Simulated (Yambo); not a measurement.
Rb$_{2}$KRhF$_{6}$ (space group Fm-3m, No. 225), G0W0@PBEsol in Yambo with this input:

```
rim_cut
gw0
dyson
el_el_corr
HF_and_locXC
ppa
em1d
RandQpts= 1000000
RandGvec= 1 Ry
EXXRLvcs= 88 Ry
VXCRLvcs= 352 Ry
Chimod= "HARTREE"
% BndsRnXp
 5 | 278 |
%
NGsBlkXp= 7 Ry
% LongDrXp
 1.0 | 1.0 | 1.0 |
%
PPAPntXp= 27.2114 eV
% GbndRnge
 1 | 278 |
%
GTermKind= "BG"
DysSolver= "n"
ExtendOut
```

On a 2×2×2 mesh, with wavefunctions cut at 88 Ry, the gap (X → X) is 5.671 eV and the valence edge shifts by -1.540 eV.

Problem. What happens with this change: no terminator?

Solution. The gap rises by 0.037 eV, to 5.708 eV; the shift of the valence edge becomes -1.296 eV. Neither run is shown to be the converged limit.

Spin-orbit coupling is not included.

Geometry of the Materials Project entry, not relaxed at this level; primitive cell a = b = c = 6.4244 Å, α = β = γ = 60.00°.

A shift is the quasiparticle energy of the state minus its PBEsol energy.
